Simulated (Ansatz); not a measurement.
**Notes on Sc₂S₅**

```yaml
crystal:
  lattice:
    - [5.03788, 0.00000, 0.00000]
    - [0.00000, 5.03788, 0.00000]
    - [0.00000, 0.00000, 9.84017]
  atoms:
    - { symbol: Sc, position: [0.25000, 0.25000, 0.35090] }
    - { symbol: Sc, position: [0.25000, 0.25000, 0.85090] }
    - { symbol: Sc, position: [0.75000, 0.75000, 0.64910] }
    - { symbol: Sc, position: [0.75000, 0.75000, 0.14910] }
    - { symbol: S, position: [0.25000, 0.50693, 0.10307] }
    - { symbol: S, position: [0.99307, 0.25000, 0.60307] }
    - { symbol: S, position: [0.25000, 0.99307, 0.10307] }
    - { symbol: S, position: [0.50693, 0.25000, 0.60307] }
    - { symbol: S, position: [0.75000, 0.49307, 0.89693] }
    - { symbol: S, position: [0.49307, 0.75000, 0.39693] }
    - { symbol: S, position: [0.75000, 0.00693, 0.89693] }
    - { symbol: S, position: [0.00693, 0.75000, 0.39693] }
    - { symbol: S, position: [0.75000, 0.25000, 0.25000] }
    - { symbol: S, position: [0.25000, 0.75000, 0.75000] }
```

Method: PBE, no spin polarisation; PAW, plane waves to 420 eV, 7×7×4 Γ-centred mesh, methfessel-paxton occupations (width 0.29 eV) (Ansatz 0.2.0), atoms fixed.

Problem. Describe some of the short contacts.

Solution. S–S at 2.45 Å: least valence density 0.46 e/Å³ and ELF 0.48 there. Sc–S at 2.71 Å: least valence density 0.25 e/Å³ and ELF 0.21 there. Both are smooth PAW fields, read partly inside the augmentation spheres.

Problem. What does the stress say?

Solution. The pressure is -2.7 GPa (compression positive), so with the atoms held at these fractions the cell would first shrink. The principal stresses -3.9, -3.9, -0.3 GPa differ, so its shape would change too.

Problem. Is there a gap?

Solution. It is a metal, with about 7.1 states/eV a cell as the mean within 0.25 eV of the Fermi level, mostly S p (80 %) and Sc d (15 %).

Problem. Give the Bader charges.

Solution. Bader charges in e: Sc +1.76, S -0.94 to -0.65. In the mean Sc gives up most and S takes most.

Origin: a known structure type with other elements, at an estimated volume, so it need not be a known compound. Caveats: many states at the Fermi level without spin polarisation, so a magnetic state may lie lower; wide smearing.
